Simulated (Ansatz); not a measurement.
GeMo2N:
```xyz
8
Lattice="3.2118 0.0000 0.0000 -1.6059 2.7815 0.0000 0.0000 0.0000 12.1117" Properties=species:S:1:pos:R:3 pbc="T T T"
Ge     0.0000     1.8543     9.0838
Ge     1.6059     0.9272     3.0279
Mo     0.0000     1.8543     1.0204
Mo     1.6059     0.9272     7.0763
Mo     1.6059     0.9272    11.0913
Mo     0.0000     1.8543     5.0354
N      0.0000     0.0000     0.0000
N      0.0000     0.0000     6.0558
```

This is the PBE-relaxed structure.

All from DFT-PBE in the program Ansatz with PAW potentials, unless another level is named. Predict the density of states at the Fermi level.

0.65 states/eV per atom (mean over ±0.08 eV).

What about the formation energy from the elements (no fitted shifts)?

-0.076 eV/atom.

Predict the gap with spin–orbit coupling.

none (metallic).

Space group P6_3/mmc. The start of the workflow was typed in or built on a structure type; neither database checked (COD, Materials Project) lists it. Its standing as an ambient phase is unchecked. Symmetry was held in the PBE relaxation; its stability against distortions is not shown here. The workflow began spin-polarised and lost its moments. The volume moved by 18 % from the start of the relaxation. The references are the lowest solids computed at this level, not always the standard phases (solids in place of the gases). Spin–orbit coupling is left out wherever it is not named.

Potentials: the earlier of the program's two PAW sets.
